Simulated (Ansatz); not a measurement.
Ni$_{3}$Si (Cu3Au type)

```
CELL_PARAMETERS angstrom
      3.46107     0.00000     0.00000
      0.00000     3.46107     0.00000
      0.00000     0.00000     3.46107
ATOMIC_POSITIONS crystal
  Si 0.00000 0.00000 0.00000
  Ni 0.00000 0.50000 0.50000
  Ni 0.50000 0.00000 0.50000
  Ni 0.50000 0.50000 0.00000
```

In this cell atom 4 (Ni, nearest neighbour Si at 2.447 Å; its periodic images, 3.5 Å or more away, move with it) is moved by s towards the nearest neighbour, unit vector (-0.707, -0.707, 0.000); all other atoms and the cell stay fixed.

These are PBEsol (plane waves to 420 eV, PAW, scalar-relativistic; Ansatz, an electronic-structure program) values and carry that method's errors. k mesh 11×11×11 (Γ-centred), Fermi-Dirac smearing 0.05 eV. The energy includes the smearing's −TS. Left out: 2 of 11 points, with atoms too close for the PAW data. With partly filled bands, energies and forces of such displacements shift with the k mesh and the smearing. At this level the bands of Ni3Si touch or barely overlap. Ni3Si is run without spin polarisation. Ni3Si was relaxed with its symmetry unable to fall. ΔE is measured from the undisplaced structure. The last digit holds for this mesh only.

```json
[
 {"s (Å)": "-0.584", "ΔE (meV/cell)": "withheld"},
 {"s (Å)": "-0.438", "ΔE (meV/cell)": "1060.6"},
 {"s (Å)": "-0.292", "ΔE (meV/cell)": "441.3"},
 {"s (Å)": "-0.146", "ΔE (meV/cell)": "106.6"},
 {"s (Å)": "0.000", "ΔE (meV/cell)": "0.0"},
 {"s (Å)": "0.146", "ΔE (meV/cell)": "106.6"},
 {"s (Å)": "0.292", "ΔE (meV/cell)": "441.3"},
 {"s (Å)": "0.438", "ΔE (meV/cell)": "1060.6"},
 {"s (Å)": "0.584", "ΔE (meV/cell)": "withheld"}
]
```

Fit an even polynomial form (powers 2, 4, 6) to the given rows and predict ΔE at s = -0.584.

Least squares on the 7 given rows: ΔE = (4949)·s² + (2372)·s⁴ + (3384)·s⁶, in meV/cell with s in Å; root-mean-square residual 0.02 meV/cell. At -0.584 the fit gives 2098.0 meV/cell; the calculation gives 2097.2 meV/cell, so the extrapolation is off by 0.8 (+0.0 %). The quadratic term alone would give 1687.9 meV/cell.

(A displaced cell: forces are minus the slopes of the energy, force constants its curvatures, and phonons follow from these.)
